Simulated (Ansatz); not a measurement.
Property card for Sn

Sn:
```xyz
12
Lattice="6.9096 0.0000 0.0000 0.0000 6.9096 0.0000 0.0000 0.0000 7.9192" Properties=species:S:1:pos:R:3 pbc="T T T"
Sn     0.6689     0.6689     0.0000
Sn     2.7859     4.1236     5.9394
Sn     6.2407     6.2407     3.9596
Sn     4.1236     2.7859     1.9798
Sn     1.2266     2.5059     2.2146
Sn     0.9489     4.6813     0.2348
Sn     5.6830     4.4037     6.1742
Sn     5.9607     2.2282     4.1944
Sn     4.6813     0.9489     7.6844
Sn     4.4037     5.6830     1.7450
Sn     2.2282     5.9607     3.7248
Sn     2.5059     1.2266     5.7046
```

Space group P4_32_12 (No. 96); conventional cell a = b = 6.910 Å, c = 7.919 Å, α = β = γ = 90.00°.

Method: PBE in the plane-wave PAW code Ansatz. The cell and atoms are relaxed at this level. Other levels are named where they apply.

Cell and energy:

```json
{
 "volume_per_atom": "31.51 Å³",
 "density": "6.26 g/cm³"
}
```

Electronic structure:

```json
{
 "electronic_character": "no gap, with almost no states at the Fermi level (zero-gap or semimetallic)",
 "Density of states at the Fermi level": "0.01 states/eV per atom (mean over ±0.08 eV)"
}
```

The start of the workflow was typed in or built on a structure type; neither database checked (COD, Materials Project) lists it. It is not the phase usual at ambient conditions (space group No. 141). The PBE relaxation kept the symmetry of its start; its stability against distortions is not shown here. Axis ratios of metals converge slowly with the k-mesh, so a and c are less sure than the volume. Scalar-relativistic: spin–orbit coupling is off unless named, which matters more the heavier the elements.

Potentials: the earlier of the program's two PAW sets.
